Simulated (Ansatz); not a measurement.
**Step by step: HgPt, relaxation of cell and atoms**

The calculation used Ansatz 0.2.0, DFT, PBEsol, all-electron LAPW, scalar-relativistic.

Command: `ansatz run input.yaml --threads 1 --pin off --max-ram 2048MiB --backend cpu --events-out ev --progress --plain --runs-dir out` The run took about 210 s on 1 thread of a shared machine.

```yaml
crystal:
  lattice:
    - [3.0100965888, 0.0, 0.0]
    - [0.0, 3.0100965888, 0.0]
    - [0.0, 0.0, 3.8753347196]
  atoms:
    - { symbol: Hg, position: [0.0, 0.0, 0.0] }
    - { symbol: Pt, position: [0.5, 0.5, 0.5] }
kpoints:
  mp_grid: { grid: [11, 11, 9] }
scf:
  occupations: { method: fermi_dirac, width: 0.05 }
hamiltonian:
  xc: pbesol
  pseudopotentials: { kind: all_electron, lapw: { basis_error: 0.001 } }
output:
  forces: true
  stress: true
relax:
  f_tol: 0.005
  max_steps: 80
  cell: {}
```

Spin–orbit coupling is left out, though it moves levels of the heavy atoms by tenths of an eV or more.

The cell comes from COD entry 1523215, which wasn't checked; take it as a given geometry. The listed cell was then made from it by scaling, straining or moving an atom.

Each frame lists the cell vectors (Å), then Cartesian positions (Å); symmetry keeps all forces zero. Free energies count from the first step, -1034502.6364 eV.

The walk took 7 evaluations in all; steps that aren't listed are left out.

Step 1: E = 0.0 meV, P = -3.79 GPa

```
cell 3.0101 0.0000 0.0000 0.0000 3.0101 0.0000 0.0000 0.0000 3.8753
Hg    0.0000    0.0000    0.0000
Pt    1.5050    1.5050    1.9377
```

Step 2: E = +50.5 meV, P = 11.29 GPa, step rejected

```
cell 2.9208 0.0000 0.0000 0.0000 2.9208 0.0000 0.0000 0.0000 3.8094
Hg    0.0000    0.0000    0.0000
Pt    1.4604    1.4604    1.9047
```

Step 3: E = -9.8 meV, P = -0.48 GPa

```
cell 2.9841 0.0000 0.0000 0.0000 2.9841 0.0000 0.0000 0.0000 3.8647
Hg    0.0000    0.0000    0.0000
Pt    1.4920    1.4920    1.9324
```

Step 4: E = -10.0 meV, P = 0.01 GPa

```
cell 2.9797 0.0000 0.0000 0.0000 2.9797 0.0000 0.0000 0.0000 3.8654
Hg    0.0000    0.0000    0.0000
Pt    1.4898    1.4898    1.9327
```

Task: How does the relaxation end?

Result: It converges, with a = 2.978 Å, b = 2.978 Å, c = 3.871 Å, α = 90.00°, β = 90.00°, γ = 90.00° (conventional cell, space group P4/mmm). The last solve (on a basis chosen afresh for the final cell, so its energy is not quite comparable) gives E = -10.0 meV, P = 0.00 GPa:
```
cell 2.9777 0.0000 0.0000 0.0000 2.9777 0.0000 0.0000 0.0000 3.8705
Hg    0.0000    0.0000    0.0000
Pt    1.4889    1.4889    1.9353
```
